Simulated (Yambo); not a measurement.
Yambo run on CsO$_{2}$H$_{3}$ (space group Amm2, No. 38). The wavefunctions are LDA (Quantum ESPRESSO, PseudoDojo norm-conserving, 84 Ry, without SOC) ones on a 4×4×4 mesh (12 occupied bands); a = 4.250 Å, b = 4.592 Å, c = 4.592 Å, α = 57.61°, β = 90.00°, γ = 90.00°.

Yambo input:

```
rim_cut
HF_and_locXC
RandQpts= 1000000
RandGvec= 1 Ry
EXXRLvcs= 84 Ry
VXCRLvcs= 336 Ry
% QPkrange
 1 | 1 | 12 | 13 |
 3 | 3 | 12 | 13 |
 7 | 7 | 12 | 13 |
 15 | 15 | 12 | 13 |
 17 | 17 | 12 | 13 |
 21 | 21 | 12 | 13 |
%
```

k points by index: 1 = Γ, 3 = (0, 0, -0.5), 7 = (0, -0.5, -0.5), 15 = (-0.5, 0, 0), 17 = (-0.5, 0, -0.5), 21 = (-0.5, -0.5, -0.5).

The o-*.hf file then holds:

```
#    K-point    Band    Eo [eV]    Ehf [eV]    Vxc [eV]    Vnlxc [eV]
#
    1    12    0.000000    -6.046330    -18.91176    -24.95809
    1    13    4.096707    8.556301    -8.917319    -4.457725
    3    12    -0.444530    -6.493739    -18.01778    -24.06699
    3    13    5.139616    9.669484    -8.174586    -3.644718
    7    12    -0.345062    -6.402556    -18.26220    -24.31969
    7    13    5.099787    9.638205    -8.204902    -3.666484
    15    12    -0.276821    -6.339473    -18.33988    -24.40254
    15    13    6.108467    10.58253    -10.57028    -6.096220
    17    12    -0.606254    -6.483104    -17.37987    -23.25672
    17    13    6.451317    11.33591    -11.38191    -6.497313
    21    12    -0.386368    -5.945443    -19.34488    -24.90396
    21    13    6.356106    10.90294    -10.33905    -5.792216
```
Exchange alone, without screening.

Geometry of the Materials Project entry, not relaxed at this level.

The structure is a Materials Project entry; no match was found in the copy of COD used, and its stability was not checked.
